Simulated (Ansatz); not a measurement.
Here is the system:

Sn:
```
Sn
1.0
    0.00000     3.32799     3.32799
    3.32799     0.00000     3.32799
    3.32799     3.32799     0.00000
Sn
2
Direct
  0.25000   0.25000   0.25000
  0.00000   0.00000   0.00000
```

This is the PBE-relaxed structure.

**Question.** All from PBE (plane waves, PAW; program Ansatz), unless another level is named. Predict the Hill bulk and shear moduli.

**Answer.** 35.6 and 19.8 GPa.

**Question.** What about the vibrational entropy at 300 K?

**Answer.** 45.2 J/(K·mol of atoms).

**Question.** What about the elastic constants (relaxed ions, GPa)?

**Answer.** C11 = 54.7, C12 = 26.1, C44 = 24.7.

Space group Fd-3m (diamond). This is a known low-temperature phase of the composition, computed here at zero pressure and temperature. Symmetry was held in the PBE relaxation; phonons on a q-mesh show no instability. The volume moved by 30 % from the start of the relaxation. As this level gives no gap, shear constants depend on the k-mesh and smearing (Fermi–Dirac, 0.1 eV here). Scalar-relativistic: spin–orbit coupling is off unless named, which matters more the heavier the elements.

Potentials: the later of the program's two PAW sets.
